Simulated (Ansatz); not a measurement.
Simulated powder pattern, Cu Kα, λ = 1.54184 Å (kinematic, ideal powder, no thermal factors, no anomalous dispersion; the 30 strongest lines at most, above 1 %, up to 2θ = 90°):

```csv
2θ (°),d (Å),I/Imax (%)
25.59,3.481,100
42.41,2.131,71
50.19,1.818,41
61.53,1.507,10
67.75,1.383,15
77.58,1.231,20
83.28,1.160,11
```

The pattern belongs to a structure relaxed with PBE in the plane-wave PAW code Ansatz.

Question: Which compound is it?
A. Sc, hcp (Mg type)
B. Ti, diamond
C. SnC, CsCl type
D. Bi, A7 (α-As type)

Answer: B, Ti, diamond

Question: Give the lattice parameters.

Answer: a = 6.029 Å.

Space group Fd-3m (diamond). The start of the workflow was typed in or built on a structure type; neither database checked (COD, Materials Project) lists it. It is not the phase usual at ambient conditions (space group No. 194). Symmetry was held in the PBE relaxation; its stability against distortions is not shown here. Magnetic state: ferromagnetic, chosen from 4 collinear starts compared on coarse meshes (ties went to the first, and starts can fall back to one state), not a proven ground state.

Potentials: the earlier of the program's two PAW sets.
